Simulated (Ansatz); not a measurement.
AlNi (CsCl type), conventional cell a = b = c = 2.862 Å, α = β = γ = 90.00°. The calculation uses the primitive cell of 2 atoms, to which meshes and values per cell refer.

E(V) scan at fixed shape, V₀ the volume above. Symmetry pins the atoms to their sites.

These are PBEsol (plane waves to 420 eV, PAW, scalar-relativistic; Ansatz, a quantum-chemistry and plane-wave program) values and carry that method's errors. k mesh 16×16×16 (Γ-centred), Fermi-Dirac smearing 0.05 eV. E stands for the smeared free energy. AlNi is run without spin polarisation. AlNi was relaxed with its symmetry unable to fall. ΔE is measured from the relaxed starting cell. The last digit holds for this mesh only.

| V (Å³/atom) | ΔE (meV/atom) |
|---|---|
| 9.848 | 220.5 |
| 10.160 | 145.0 |
| 10.473 | 88.0 |
| 10.786 | 47.0 |
| 11.098 | 19.8 |
| 11.411 | 4.7 |
| 11.724 | 0.0 |
| 12.036 | 4.3 |
| 12.349 | 16.4 |
| 12.661 | 35.4 |
| 12.974 | 60.2 |
| 13.287 | 90.0 |
| 13.599 | 124.3 |

**Question.** What is the fitted pressure derivative B₀′?

**Answer.** 4.3.

**Question.** What bulk modulus B₀ follows from a third-order Birch-Murnaghan fit?

**Answer.** 173 GPa. Check by three points about V = 11.724 Å³/atom, step 0.625: d²E/dV² ≈ (20 − 2·0 + 16) meV / 0.625² = 0.0921 eV/Å⁶, and V·d²E/dV² × 160.2 = 173 GPa.

(Under strain, the slope of the energy per volume gives the stress and its curvature an elastic modulus.)
